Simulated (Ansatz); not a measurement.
**Question.** Name crystals whose computed values (HSE06 (plane waves, PAW; program Ansatz)) fall in these windows: gap (eV) 2.0 to 2.6; B₀ by P(V) fit (GPa) 17 to 21.

**Answer.** 

```tsv
crystal	gap (eV)	B₀ by P(V) fit (GPa)
CsPbBr3, cubic perovskite	2.34	19.8
Cs2AgBiBr6, Fm-3m (Bi on 4a, Ag on 4b, Cs on 8c, Br on 24e)	2.21	20.9
```
Others may fit too.

Not the usual ambient phase: CsPbBr3, cubic perovskite. All cells were relaxed under the symmetry of their starts (and spin orders); stability against distortions was not tested throughout. Rows with no word on spin ran without spin polarisation. Scalar-relativistic: spin–orbit coupling is off unless named, which matters more the heavier the elements.

Potentials: the later of the program's two PAW sets.
